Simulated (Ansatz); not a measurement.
What DFT gives for RbAl

```yaml
crystal:
  lattice:
    - [10.15553, 0.00000, 0.00000]
    - [0.00000, 6.90503, 0.00000]
    - [0.00000, 0.00000, 5.88903]
  atoms:
    - { symbol: Rb, position: [0.00000, 0.50000, 0.68300] }
    - { symbol: Rb, position: [0.50000, 0.00000, 0.31700] }
    - { symbol: Al, position: [0.00000, 0.00000, 0.06800] }
    - { symbol: Al, position: [0.50000, 0.50000, 0.93200] }
```

Method: PBE, no spin polarisation; PAW, plane waves to 420 eV, 4×5×6 Γ-centred mesh, fermi-dirac occupations (width 0.1 eV) (Ansatz 0.2.0), atoms fixed.

Describe some of the short contacts.

Rb–Al at 4.13 Å: least valence density 0.03 e/Å³ and ELF 0.05 there, so no covalent bond. These are pseudo-fields; inside the PAW spheres they differ from the all-electron ones.

Is the cell too large or too small?

The pressure is -1.0 GPa (compression positive), so with the atoms held at these fractions the cell would first shrink.

What is the formation energy?

1.24 eV an atom against the elements' usual phases (free molecules for gases, crystals otherwise, with no correction for O₂ or N₂), so at this geometry it isn't bound against them. Relaxing would lower it.

Are the atoms at rest?

Nearly at rest: the largest force is 0.046 eV/Å.

What happens at the Fermi level?

It is a metal, with about 8.4 states/eV a cell as the mean within 0.25 eV of the Fermi level, mostly Al p (84 %) and Rb s (12 %).

Origin: a known structure type with other elements, at an estimated volume, so it need not be a known compound. Caveats: many states at the Fermi level without spin polarisation, so a magnetic state may lie lower.
